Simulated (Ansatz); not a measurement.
**A vibration from a frozen displacement in Al**

Method: DFT r2SCAN, scalar-relativistic, plane waves, PAW in Ansatz. Cutoff 500 eV, Γ-centred 14×14×14 k-points, Gaussian smearing of 0.15 eV. No spin polarisation. Energies are free energies at this smearing, counted from the undisturbed cell; pressure is positive in compression.

Reference structure (relaxed at this level; with this scan's settings it stands at -0.1 GPa; this bcc form isn't the usual structure):

```xyz
8
Lattice="3.1887 3.1887 -3.1887 -3.1887 -3.1887 -3.1887 -3.1887 3.1887 3.1887" Properties=species:S:1:pos:R:3 pbc="T T T"
Al   -1.5944   -1.5944   -1.5944
Al    0.0000    0.0000   -3.1887
Al   -3.1887    0.0000    0.0000
Al   -1.5944    1.5944   -1.5944
Al    0.0000    0.0000    0.0000
Al    1.5944    1.5944   -1.5944
Al   -1.5944    1.5944    1.5944
Al    0.0000    3.1887    0.0000
```

Atom 1 (Al) is moved by x along the Cartesian unit vector (0.000, 0.000, 1.000); the cell and all other atoms stay fixed. The cell's volume is 129.69 Å³; the moved atoms weigh 26.982 u together and the others 188.871 u.

| x (Å) | ΔE (meV/cell) | total force on the moved atoms along the move (eV/Å) | pressure (GPa) |
| --- | --- | --- | --- |
| -0.1000 | 25.13 | 0.5030 | 0.0394 |
| -0.0600 | 9.04 | 0.3015 | -0.0240 |
| 0.0000 | 0.00 | 0.0000 | -0.0596 |
| 0.0800 | 16.08 | -0.4022 | 0.0037 |

Problem. What frequency belongs to this motion?

Solution. The force constant is k = −dF/dx = 5.026 eV/Å², from the parabola through x = -0.0600, 0 and 0.0800. In every cell the moved atoms swing against the rest, so the mass is μ = m₁m₂/(m₁ + m₂) = 23.609 u, and ν̃ = 521.5 cm⁻¹ × √(|k|/μ) = 241 cm⁻¹. The pattern needn't be a normal mode: ν̃² is then a weighted mean of the squared nonzero frequencies at the zone centre of this cell, so it lies between the lowest and the highest of them.

Problem. How far does the harmonic law reach?

Solution. At x = -0.100 Å, kx²/2 = 25.13 meV against the computed 25.13 meV (+0.0 %): the well is still close to harmonic there.

In a metal these slopes depend on the k mesh and the smearing.